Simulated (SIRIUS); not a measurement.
A self-consistent single point of AlCr₂C (P6_3/mmc, 8 atoms in the cell; from Materials Project mp-9956, changed as shown).

```yaml
crystal:
  lattice:
    - [2.82510, 0.00000, 0.00000]
    - [-1.41255, 2.44661, 0.00000]
    - [0.00000, 0.00000, 12.85340]
  atoms:
    - { symbol: Al, position: [0.66667, 0.33333, 0.25000] }
    - { symbol: Al, position: [0.33333, 0.66667, 0.75000] }
    - { symbol: Cr, position: [0.33333, 0.66667, 0.41494] }
    - { symbol: Cr, position: [0.66667, 0.33333, 0.58506] }
    - { symbol: Cr, position: [0.66667, 0.33333, 0.91494] }
    - { symbol: Cr, position: [0.33333, 0.66667, 0.08506] }
    - { symbol: C, position: [0.00000, 0.00000, 0.50000] }
    - { symbol: C, position: [0.00000, 0.00000, 0.00000] }
```

Computed with PBE, GBRV PBE ultrasoft pseudopotentials (plane waves; SIRIUS).

SIRIUS settings:

```
setting                                                               value
--------------------------------------  -----------------------------------
parameters.ngridk                                                   12 12 2
parameters.xc_functionals                      [XC_GGA_X_PBE, XC_GGA_C_PBE]
parameters.gk_cutoff                                           6.325 1/bohr
parameters.pw_cutoff                                          14.143 1/bohr
parameters.smearing                                                    cold
parameters.smearing_width                                     0.00183747 Ha
potentials                              GBRV PBE ultrasoft pseudopotentials
parameters.electronic_structure_method                      pseudopotential
parameters.num_bands                                                     42
parameters.num_mag_dims                                                   0
parameters.num_dft_iter                                                 100
parameters.energy_tol                                              1e-07 Ha
parameters.density_tol                                                1e-06
mixer.type                                                         broyden2
mixer.beta                                                              0.7
mixer.use_hartree                                                      true
```

Results:

```
Property                                                  Result
------------------------------------------------  --------------
Number of valence electrons                                   70
Number of bands                                               42
Number of k-points after the program's reduction              38
Number of plane waves (most at a k-point)                   2617
Number of SCF iterations                                      26
FFT grid                                           27 × 27 × 120
Free energy E − TS                                -10047.5124 eV
Fermi level (on the code's own zero)                    14.79 eV
Pressure                                               -1.15 GPa
Largest force (vector length)                         0.215 eV/Å
```

Forces (eV/Å):
```tsv
atom	Fx	Fy	Fz
Al1	0.000	0.000	0.000
Al2	0.000	0.000	0.000
Cr3	0.000	0.000	0.215
Cr4	0.000	0.000	-0.215
Cr5	0.000	0.000	0.215
Cr6	0.000	0.000	-0.215
C7	0.000	0.000	0.000
C8	0.000	0.000	0.000
```

Stress (GPa, positive for compression):
```
 0.54   0.00   0.00
 0.00   0.54   0.00
 0.00   0.00  -4.53
```

For comparison: a first run was changed to give this one (lattice vector c scaled by 1.02), and from it to this one the free energy hardly moves (within 1 meV/atom), the pressure goes from 3.52 to -1.15 GPa and the largest force goes from 0.016 to 0.215 eV/Å.

The run has no spin polarisation, so moments on Cr cannot form. The structure comes from a collection of computed structures, made at another level of theory; the collection holds predicted forms beside known ones. No clean gap shows at this smearing width and mesh (spacing up to 0.24 Å⁻¹); the mesh is coarse for partly filled bands, so the values carry mesh errors.

Cost on one core: around 4 core-minutes (rough).
